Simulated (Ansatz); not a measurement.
Here is an unrelaxed guess for Ti3Al5Ni2.

```
Ti Al Ni
1.0
     3.04376    0.00000    0.00000
     0.00000    3.04376    0.00000
     0.00000    0.00000   15.21880
Ti Al Ni
3 5 2
Direct
  0.00000 0.00000 0.60000
  0.00000 0.00000 0.00000
  0.00000 0.00000 0.40000
  0.50000 0.50000 0.70000
  0.50000 0.50000 0.90000
  0.50000 0.50000 0.10000
  0.50000 0.50000 0.30000
  0.50000 0.50000 0.50000
  0.00000 0.00000 0.80000
  0.00000 0.00000 0.20000
```

These are results of DFT PBE, scalar-relativistic, plane waves, PAW (Ansatz 0.2.0), not measurements. Plane waves to 420 eV, a k mesh through Γ of 6×6×1 on the computed 10-atom cell and Gaussian smearing (0.10 eV); collinear spin from starting moments 0.0 0.0 0.0 0.0 0.0 0.0 0.0 0.0 2.0 2.0 μB.

The zero of energy is the elements' standard structures at the same level; no fitted shifts are applied.

Q: What does a single point on this coarse mesh give?

A: The pressure is 5.7 GPa (the mean over three directions, positive in compression), the largest force is 2.13 eV/Å, and the energy is −0.29 eV/atom against the elements. The shortest distance is 2.64 Å.

Q: Is it a good guess?

A: A rough one: relaxing gains about 0.23 eV/atom (the start's value is from the coarse mesh, so the gain is rough) in 14 ionic steps and ends at −0.52 eV/atom on the finer mesh. The symmetry stays P4/mmm (No. 123). The volume per atom grows by 3.2 %, from 14.1 to 14.6 Å³. The shortest distance goes from 2.64 Å (Al–Ni and Ti–Al) to 2.50 Å (Al–Ni). The ratio c/a of the conventional cell changes by a factor of 1.25. Conventional cell: a = 2.853 Å, c = 17.875 Å. Around Ti on a site of symmetry 4mm lie 8 Al at 2.83–2.85 Å and 4 Ti at 2.85 Å; Al on a site of symmetry 4mm has 4 Ni at 2.50 Å, 4 Ti at 2.83 Å and 5 Al at 2.85–2.95 Å; Ni has 8 Al at 2.50 Å and 4 Ni at 2.85 Å; 3 more sites not described.

The last run used a 14×14×2 mesh (in the run's order of axes) for its 10-atom cell and Gaussian smearing of 0.10 eV. Trial moments died out on the coarse mesh, so the last step has no spin; another magnetic start might hold. The relaxation can't lower the symmetry of the start, and the grade says only how near the guess is to its own end. Symmetry constrained the relaxation, so the result can be a saddle point.
